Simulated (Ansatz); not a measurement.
BAs:
```cif
data_As4B4
_chemical_formula_sum 'B4 As4'
_space_group_name_H-M_alt 'P42/mnm'
_space_group_IT_number 136
_space_group_name_Hall '-P 4n 2n'
_cell_length_a 5.85668
_cell_length_b 5.85668
_cell_length_c 3.37154
_cell_angle_alpha 90.000
_cell_angle_beta 90.000
_cell_angle_gamma 90.000
loop_
_atom_site_label
_atom_site_type_symbol
_atom_site_symmetry_multiplicity
_atom_site_Wyckoff_symbol
_atom_site_fract_x
_atom_site_fract_y
_atom_site_fract_z
_atom_site_occupancy
B1 B 4 g 0.17727 0.17727 0.50000 1
As1 As 4 f 0.31838 0.31838 0.00000 1
```

Relaxed with r²SCAN.

**Question.** Tabulate the valence density and the electron localisation function along the shortest B–As contact (2.05 Å), plane-wave PAW r²SCAN (Ansatz code).

**Answer.** 

```
distance from B (Å)  density (e/Å³)   ELF
-------------------  --------------  ----
0.21                           0.42  0.01
0.31                           0.59  0.11
0.41                           0.72  0.38
0.51                           0.79  0.67
0.62                           0.81  0.83
0.72                           0.79  0.90
0.82                           0.78  0.91
0.92                           0.79  0.90
1.03                           0.82  0.87
1.13                           0.90  0.82
1.23                           1.09  0.76
1.33                           1.63  0.67
1.44                           2.93  0.54
1.54                           5.66  0.38
1.64                          10.42  0.23
1.74                          17.31  0.15
1.85                          25.08  0.15
```

The density is the valence pseudo-density with augmentation charge, so density and ELF within about 1 Å of a nucleus are not all-electron values.

Space group P4_2/mnm. The start of the workflow was typed in or built on a structure type; neither database checked (COD, Materials Project) lists it. It is not the phase usual at ambient conditions (space group No. 216). The r²SCAN relaxation kept the symmetry of its start; its stability against distortions is not shown here.

Potentials: the later of the program's two PAW sets.
